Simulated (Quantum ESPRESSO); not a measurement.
## AlNb3CuTa2Mo (one composition in several site orders)

A calculation, not a measurement. The program is pw.x of Quantum ESPRESSO 7.5 (plane-wave density functional theory). The cell is made up: eight metal atoms on a hexagonal close-packed lattice, with elements, volume, strain and displacements drawn at random and not relaxed, so it may be unstable or far from any real phase. PseudoDojo standard norm-conserving files set the functional (PBE unless stated); there is no spin polarisation or spin-orbit coupling, the Fermi-Dirac width of 0.25 eV means electrons at about 2900 K, and the masses in the input are unused placeholders. The copper pseudopotential is less sure than most, with forces differing by about three percent and pressure by about two GPa from a second method on plain copper. Heavy elements are run without spin-orbit coupling, which real alloys of them have. A spin test at this wide smearing found no moment, but such smearing suppresses magnetism that the real alloy may have.

The runs put one composition on the sites in different orders. Cell, positions, cutoff, mesh and smearing stay as in the input of run 1; sites are counted in its order. Stress in the tables is positive in tension.

Input of run 1:

```
&control calculation='scf', pseudo_dir='./dojo.nc.sr.pbe.v0_5.standard.upf', outdir='./o', disk_io='minimal', tprnfor=.true., tstress=.true. /
&system ibrav=0, nat=8, ntyp=5, nbnd=67, ecutwfc=92.02030273, nosym=.true., tot_charge=0,
 occupations='smearing', smearing='fd', degauss=0.0183746611
/
&electrons conv_thr=1.470e-08, electron_maxstep=70, mixing_beta=0.5 /
ATOMIC_SPECIES
Al 1.0 Al.upf
Cu 1.0 Cu.upf
Mo 1.0 Mo.upf
Nb 1.0 Nb.upf
Ta 1.0 Ta.upf
CELL_PARAMETERS angstrom
-2.8267 0.0193 -0.0057
-0.0092 0.011 -4.6018
0.0668 -10.0212 0.0236
ATOMIC_POSITIONS angstrom
Al 0.0318 -0.0277 0.0488
Nb 0.0488 -4.9945 -0.0204
Nb 0.044 -3.3183 -2.2794
Cu 0.0037 -8.3159 -2.3018
Ta -1.3853 -2.4686 -0.0306
Nb -1.3869 -7.4774 0.0546
Ta -1.4167 -0.8705 -2.2857
Mo -1.3967 -5.8492 -2.3571
K_POINTS automatic
8 5 3 1 1 1
```

```
run  elements on sites 1 to 8  free energy less that of run 1 (eV)  -TS (eV)  pressure (GPa)  stress xx (GPa)  stress yy (GPa)  stress zz (GPa)  stress yz (GPa)  stress xz (GPa)  stress xy (GPa)  iterations
  1   Al Nb Nb Cu Ta Nb Ta Mo                                0.000    -1.742           13.33            -8.80           -13.61           -17.57             0.37            -0.09             0.19          21
  2   Mo Al Ta Nb Cu Nb Ta Nb                               -0.403    -1.681           11.73            -9.04           -11.46           -14.67             0.53             0.04             0.56          22
  3   Nb Mo Nb Cu Nb Al Ta Ta                                0.458    -1.773           14.39            -9.44           -14.88           -18.84            -1.43            -0.23             0.30          21
  4   Ta Nb Ta Nb Mo Cu Nb Al                               -0.343    -1.814           12.60            -9.19           -12.12           -16.50             0.07            -0.04             1.23          21
  5   Nb Ta Nb Ta Cu Nb Al Mo                               -0.428    -1.799           12.09            -8.78           -11.61           -15.88             0.84             0.06             0.50          22
  6   Al Ta Nb Ta Cu Nb Nb Mo                               -0.428    -1.707           12.18           -10.77            -9.25           -16.52             1.01             0.04            -0.04          22
```

Forces Fx Fy Fz (eV/Å):

| site | run 1 | run 2 | run 3 | run 4 | run 5 | run 6 |
| --- | --- | --- | --- | --- | --- | --- |
| 1 | -0.17 1.07 -0.19 | 0.24 -0.79 -0.45 | -0.10 1.61 -0.28 | 0.19 1.76 -0.38 | 0.29 -0.89 -0.41 | -0.14 -0.59 -0.45 |
| 2 | 0.04 -0.26 -0.11 | -0.03 0.77 -0.12 | 0.07 -0.72 -0.06 | 0.04 -0.95 -0.06 | 0.01 1.58 -0.38 | 0.00 1.47 -0.39 |
| 3 | -0.08 -1.09 -0.69 | -0.14 0.25 -0.43 | -0.08 -1.49 -0.62 | -0.05 -1.66 -0.59 | -0.19 0.31 -0.31 | -0.06 0.04 -0.35 |
| 4 | 0.09 -0.52 0.27 | -0.21 -1.70 0.90 | 0.01 0.07 0.24 | -0.29 0.45 0.48 | -0.27 -1.59 1.07 | 0.05 -0.91 1.03 |
| 5 | 0.18 1.21 0.77 | 0.02 -0.45 0.33 | 0.19 -0.48 0.67 | 0.16 -0.08 0.51 | 0.05 0.10 0.24 | 0.07 0.15 0.35 |
| 6 | 0.17 -0.72 -0.38 | 0.06 0.44 -1.14 | 0.10 -0.58 -0.56 | 0.06 0.15 -0.32 | 0.09 0.11 -1.03 | 0.14 -1.01 -0.82 |
| 7 | -0.20 1.97 0.00 | 0.08 0.08 0.20 | -0.16 1.94 0.00 | -0.17 0.59 0.13 | 0.12 -0.02 0.18 | -0.02 0.74 0.05 |
| 8 | -0.03 -1.65 0.33 | -0.02 1.40 0.70 | -0.02 -0.35 0.61 | 0.05 -0.26 0.24 | -0.09 0.39 0.64 | -0.04 0.10 0.57 |

The sites are displaced and not relaxed, so the energy differences mix bonding between neighbours with strain and are not ordering energies. A rerun of one cell of this series at a higher cutoff and on a denser mesh moved values by no more than 0.010 eV in energy, 0.10 GPa in stress and 0.019 eV/Å in force, and a second program with other atomic files agreed on that cell to 2 % rms in force and 0.5 GPa in pressure.